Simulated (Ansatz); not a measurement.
CoMo (rock salt, space group No. 225) at seven volumes, the program Ansatz at the r²SCAN level (PAW), scaled uniformly. One row is withheld.

```json
[
 {"V (Å³/atom)": "12.739", "P (GPa)": "26.21"},
 {"V (Å³/atom)": "13.158", "P (GPa)": "?"},
 {"V (Å³/atom)": "13.578", "P (GPa)": "7.36"},
 {"V (Å³/atom)": "13.998", "P (GPa)": "-0.01"},
 {"V (Å³/atom)": "14.418", "P (GPa)": "-6.26"},
 {"V (Å³/atom)": "14.838", "P (GPa)": "-11.55"},
 {"V (Å³/atom)": "15.258", "P (GPa)": "-16.01"}
]
```

Task: Fit the shown pressures and predict the withheld one.

Result: Third-order Birch–Murnaghan: P = (3/2)B₀(x^(7/2) − x^(5/2))[1 + (3/4)(B′ − 4)(x − 1)] with x = (V₀/V)^(2/3). Least squares on the six rows gives V₀ = 13.997 Å³/atom, B₀ = 225.3 GPa, B′ = 4.47. At V = 13.158, x = 1.0421 and P = 15.99 GPa. The run itself gave 16.03 GPa.

Space group Fm-3m (rock salt). The start of the workflow was typed in or built on a structure type; neither database checked (COD, Materials Project) lists it. Whether it is the stable phase at ambient conditions was not checked. Symmetry was held in the r²SCAN relaxation. At this level the phase is mechanically unstable. Magnetic state: ferromagnetic, the only order run, not a proven ground state. Its formation energy is positive at this level, so the cell may be metastable or incomplete. Other orbital occupations within this spin state were not tried.

Potentials: the earlier of the program's two PAW sets.
